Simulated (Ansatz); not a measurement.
Consider the following.

VPt3:
```cif
data_Pt3V
_chemical_formula_sum 'V1 Pt3'
_space_group_name_H-M_alt 'P 1'
_space_group_IT_number 1
_cell_length_a 4.75733
_cell_length_b 4.75733
_cell_length_c 4.75733
_cell_angle_alpha 132.385
_cell_angle_beta 132.385
_cell_angle_gamma 69.622
loop_
_space_group_symop_operation_xyz
  'x, y, z'
loop_
_atom_site_label
_atom_site_type_symbol
_atom_site_fract_x
_atom_site_fract_y
_atom_site_fract_z
_atom_site_occupancy
V1 V 0.00000 0.00000 0.00000 1
Pt1 Pt 0.75000 0.25000 0.50000 1
Pt2 Pt 0.25000 0.75000 0.50000 1
Pt3 Pt 0.50000 0.50000 0.00000 1
```
The run is spin-polarised; directions of the spins, atom by atom: ↑ 0 0 0.

This is the PBEsol-relaxed structure.

All from plane-wave PAW PBEsol (Ansatz code), unless another level is named. Predict the formation energy from the elements (no fitted shifts).

-0.47 eV/atom.

Give the density of states at the Fermi level.

1.0 states/eV per atom (mean over ±0.08 eV).

Space group I4/mmm. The workflow started from a Materials Project entry (that database holds measured and hypothetical structures alike); the Crystallography Open Database files this formula in space group No. 139, but the cells were not matched. Whether it is the stable phase at ambient conditions was not checked. The PBEsol relaxation kept the symmetry of its start; its stability against distortions is not shown here. Magnetic state: ferromagnetic, the only order run, not a proven ground state. The references are the lowest solids computed at this level, not always the standard phases. Scalar-relativistic: spin–orbit coupling is off unless named, which matters more the heavier the elements.

Potentials: the later of the program's two PAW sets.
